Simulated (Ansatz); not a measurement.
An Ansatz (a program for electronic structure) input:

Ansatz 0.2 input:
```yaml
crystal:
  lattice:
    - [4.7322607579, 0.0, 0.0]
    - [-2.3661303789, 4.0982580337, 0.0]
    - [0.0, 0.0, 7.6037598972]
  atoms:
    - { symbol: Li, position: [0.6666666667, 0.3333333333, 0.3583499755] }
    - { symbol: Li, position: [0.3333333333, 0.6666666667, 0.6416500245] }
    - { symbol: Li, position: [0.0, 0.0, 0.5] }
    - { symbol: La, position: [0.0, 0.0, 0.0] }
    - { symbol: Bi, position: [0.6666666667, 0.3333333333, 0.7435519641] }
    - { symbol: Bi, position: [0.3333333333, 0.6666666667, 0.2564480359] }
kpoints:
  mp_grid: { grid: [6, 6, 3] }
hamiltonian:
  xc: r2scan
  pseudopotentials: { kind: paw }
scf:
  occupations: { method: fixed }
output:
  optics: { e_range: [0.0, 15.0], de: 0.05, sigma: 0.1, bands: { spectra_wanted_up_to: 12 eV } }
```

Question: How many symmetry operations and irreducible k-points will the run report?

Answer: 12 operations, 17 of 108 k-points.

Question: With a cutoff of 500 eV, how many plane waves at Γ?

Answer: 3729.

It took around 5 core-minutes (rough) on shared server cores.

Space group P-3m1. The first step of the workflow began from a Materials Project structure, measured or hypothetical; the Crystallography Open Database files this formula in space group No. 164, but the cells were not matched. Its standing as an ambient phase is unchecked. Symmetry was held in the r²SCAN relaxation; whether a distortion lowers the energy is not shown. Scalar-relativistic: spin–orbit coupling is off unless named, which matters more the heavier the elements.

Potentials: the later of the program's two PAW sets.

Ansatz is a plane-wave DFT program.
